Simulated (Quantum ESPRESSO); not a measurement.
```yaml
crystal:
  lattice:
    - [3.97009, 0.00000, 0.00000]
    - [-1.98504, 3.43820, 0.00000]
    - [0.00000, 0.00000, 5.98971]
  atoms:
    - { symbol: La, position: [0.66667, 0.33333, 0.75564] }
    - { symbol: La, position: [0.33333, 0.66667, 0.24436] }
    - { symbol: O, position: [0.66667, 0.33333, 0.35117] }
    - { symbol: O, position: [0.33333, 0.66667, 0.64883] }
    - { symbol: O, position: [0.00000, 0.00000, 0.00000] }
```
The cell was made here from a computed Materials Project entry: strained by -2 % along the unique axis and by +1 % across it, atoms relaxed (PBE without dispersion, pw.x of a modified build of Quantum ESPRESSO, symmetry kept). The parent is La2O3 in P-3m1. Stability against distortions was not tested. The run has no spin polarisation.

A lattice sum over point charges, one formal value an element (La +3, O -2), with no Sternheimer factor, costs far less than a self-consistent run. Taken along the main axis of each site's self-consistent tensor, it gives:

| site | V along that axis, point charges (a.u.) |
|---|---|
| La (atoms 1, 2) | 0.012 |
| O1 (atoms 3, 4) | -0.008 |
| O2 (atom 5) | -0.026 |

### Question
How do the values of the PAW reconstruction of the field gradient on a scalar-relativistic PBE ground state (Quantum ESPRESSO, JTH datasets) compare?

### Answer
```
site  Vzz, PAW (a.u.)  PAW over point charges
----  ---------------  ----------------------
La              1.286                     100
O1              0.088                     -12
O2             -0.101                     3.9
```
Along that axis the sign differs on O1.  Cores are frozen. Against all-electron runs on small test molecules, this scheme's |Vzz| missed by −2 to +6 % on O. La had no test against all-electron runs. Spin–orbit coupling is left out, a limit on La.
